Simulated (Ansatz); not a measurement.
A crystal relaxed with r2SCAN in the plane-wave code Ansatz has space group P-43m (No. 215) and a = 4.746 Å.

```tsv
atom	site	x	y	z
Xx	3d	0.5000	0.0000	0.0000
Ga	4e	0.2307	0.7693	0.7693
P	1b	0.5000	0.5000	0.5000
```

r2SCAN gives a direct gap of 0.13 eV at Γ. The HSE06 gap is direct at Γ: 0.69 eV. With PBE the gap closes, the bands meeting at Γ. Meshes: r2SCAN 6×6×6, HSE06 4×4×4, PBE 6×6×6.

Question: Which element is Xx?
A. As
B. N
C. Bi
D. Sb

Answer: B. Xx is N: Ga4PN3, ordered on the zincblende lattice (P-43m) with 8 atoms a cell. N is surrounded by 4 Ga at 2.01 Å; Ga is surrounded by 3 N at 2.01 Å and 1 P at 2.21 Å; P is surrounded by 4 Ga at 2.21 Å.

All values are calculated for a non-magnetic cell, which may be hypothetical.

The meshes of the hybrids are coarse, so their gaps aren't converged to the digits shown.
